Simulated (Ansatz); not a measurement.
**CsPbCl3: reading a single point**

```yaml
crystal:
  lattice:
    - [5.65897, 0.00000, 0.00000]
    - [0.00000, 5.65897, 0.00000]
    - [0.00000, 0.00000, 5.65897]
  atoms:
    - { symbol: Cl, position: [0.00000, 0.50000, 0.50000] }
    - { symbol: Cl, position: [0.50000, 0.00000, 0.50000] }
    - { symbol: Cl, position: [0.50000, 0.50000, 0.00000] }
    - { symbol: Cs, position: [0.00000, 0.00000, 0.00000] }
    - { symbol: Pb, position: [0.50000, 0.50000, 0.50000] }
```

Single point in Ansatz 0.2.0 with PBEsol, no spin polarisation. Cutoff 420 eV, PAW datasets, 5×5×5 Γ-centred k mesh, methfessel-paxton filling (width 0.0216 eV).

Task: Describe some of the short contacts.

Result: Cl–Pb at 2.83 Å: least valence density 0.25 e/Å³ and ELF 0.20 there. Cs–Cl at 4.00 Å: least valence density 0.03 e/Å³ and ELF 0.02 there, so no covalent bond. These are pseudo-fields; inside the PAW spheres they differ from the all-electron ones.

Task: Give the Bader charges.

Result: Bader charges in e: Cs +0.90, Pb +1.23, Cl -0.71. In the mean Pb gives up most and Cl takes most.

Task: What is the formation energy?

Result: -1.55 eV an atom against the elements' usual phases (free molecules for gases, crystals otherwise, with no correction for O₂ or N₂), so it is bound against them; other compounds may still compete. Relaxing would lower it.

Task: Which orbitals make up the band edges?

Result: Within 0.7 eV of the edges, the states project mainly on Cl p (64 %) and Pb s (25 %) below the gap and on Pb p (78 %) above it.

Task: What does the stress say?

Result: The pressure is -0.5 GPa (compression positive), so with the atoms held at these fractions the cell would first shrink.

Task: Is there a gap, and of what kind?

Result: The gap is 1.93 eV, direct at the points sampled.

Origin: a database entry at a rescaled volume. Caveats: no spin-orbit coupling, which can shift this gap by tenths of an eV; the mesh misses a band edge that the path finds.
